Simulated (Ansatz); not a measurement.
HfO2 (fluorite)

```
CELL_PARAMETERS angstrom
      0.00000     2.54906     2.54906
      2.54906     0.00000     2.54906
      2.54906     2.54906     0.00000
ATOMIC_POSITIONS crystal
  Hf 0.00000 0.00000 0.00000
  O  0.25000 0.25000 0.25000
  O  0.75000 0.75000 0.75000
```

The volume is varied about the relaxed value V₀ at fixed cell shape. Symmetry pins the atoms to their sites.

All values below come from PBE (plane waves to 420 eV, PAW, scalar-relativistic; Ansatz, a quantum-chemistry and plane-wave program). k mesh 11×11×11 (Γ-centred), Fermi-Dirac smearing 0.05 eV. The energy includes the smearing's −TS. HfO2 is run without spin polarisation. HfO2 was relaxed with its symmetry unable to fall. Spin-orbit coupling is left out, though Hf is heavy. The PAW data are Ansatz's earlier set. This is a high-temperature form of HfO2. The zero of ΔE is the relaxed starting cell.

Question: Give the computed ΔE (kJ/mol of atoms) at V/V₀ = 0.950, 1.025, 1.050, 1.075, 1.100.

Answer: 
```json
[
 {"V/V₀": "0.950", "ΔE (kJ/mol of atoms)": "2.24"},
 {"V/V₀": "1.025", "ΔE (kJ/mol of atoms)": "0.49"},
 {"V/V₀": "1.050", "ΔE (kJ/mol of atoms)": "1.88"},
 {"V/V₀": "1.075", "ΔE (kJ/mol of atoms)": "4.06"},
 {"V/V₀": "1.100", "ΔE (kJ/mol of atoms)": "6.93"}
]
```

(A scan under strain: stresses follow from slopes of the energy per volume, elastic moduli from its curvatures.)
